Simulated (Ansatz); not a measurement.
PbS (rock salt, space group No. 225), a = 5.952 Å, b = 5.952 Å, c = 5.952 Å, α = 90.00°, β = 90.00°, γ = 90.00°; the cell used has 2 atoms.

Relaxed with r²SCAN+D4. Independent-particle spectrum: no excitons, no local fields, no scissors shift; 0.1 eV broadening; ε₁ of the summed bands alone.

Tabulate the dielectric function from DFT-r²SCAN+D4 in the program Ansatz with PAW potentials.



```tsv
E (eV)	ε₁ xx	ε₂ xx
0.0	14.04	0.00
0.4	14.37	0.00
0.8	15.44	0.71
1.2	16.43	1.53
1.6	18.02	3.00
2.0	20.36	5.70
2.4	21.46	10.53
2.8	21.91	18.79
3.2	13.64	30.73
3.6	-6.91	27.23
4.0	-7.22	14.36
4.4	-5.88	11.58
4.8	-6.30	8.33
5.2	-5.17	5.89
5.6	-3.93	4.36
6.0	-2.99	3.73
6.4	-2.26	2.89
6.8	-1.39	2.55
7.2	-0.52	2.59
7.6	-0.26	3.42
8.0	-1.45	2.11
8.4	-0.07	2.33
8.8	0.53	3.15
9.2	-1.26	3.19
9.6	-0.55	2.65
10.0	-1.17	2.64
10.4	-0.78	2.30
10.8	-0.97	2.10
11.2	-0.91	2.01
11.6	-0.91	1.81
12.0	-0.96	1.67
```

From ε at 2.6 eV (xx: 22.44 + 13.92i), find n, k, the normal reflectivity and the absorption coefficient.

n = 4.94, k = 1.408, R = 47 %, α = 2kE/ħc = 370000 cm⁻¹.

With all bands, ε∞ without local fields is 14.2.

Space group Fm-3m (rock salt). The r²SCAN+D4 relaxation kept the symmetry of its start. Scalar-relativistic: spin–orbit coupling is off unless named, which matters more the heavier the elements.

Potentials: the earlier of the program's two PAW sets.
